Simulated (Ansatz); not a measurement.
A geometry of Ba away from equilibrium: step 5 of the relaxation of a relaxed Ba cell, doubled along one cell vector, shaken by Gaussian noise of σ = 0.08 Å a coordinate. Level of theory: r2SCAN (plane waves to 500 eV, PAW, scalar-relativistic; Ansatz, a quantum-chemistry and plane-wave program). Γ-centred k-mesh 4×8×8 on the run's cell (coarser than for final values), Fermi–Dirac smearing 0.05 eV.

```
CELL_PARAMETERS angstrom
      7.67238    -0.00243     0.00094
     -0.00121     3.89539     0.00900
      0.00047     0.00900     3.93343
ATOMIC_POSITIONS crystal
  Ba 0.00353 0.92072 0.20693
  Ba 0.48271 0.06005 0.84722
```

Problem. Which atoms carry the largest force, and which way does it point?

Solution. 0.26 eV/Å, on Ba1, Ba2 (atoms numbered as listed); on Ba1 its components are (-0.23, -0.09, 0.08).

Problem. What is the pressure?

Solution. +0.4 GPa, compression positive.

Problem. How far above the relaxed end point is this geometry?

Solution. 0.18 eV/atom; the path ends in Im-3m (No. 229) (bcc (W type)).

No spin polarisation in the result.

The run could not lose the symmetry of its start.

Of the parent cell (Pm-3m (No. 221)): it is a generated cell of Ba: the first start was made by placing the elements on the sites of a structure type, and the end was not matched to a known phase here, so it may be hypothetical. Known forms of Ba include space group No. 229.
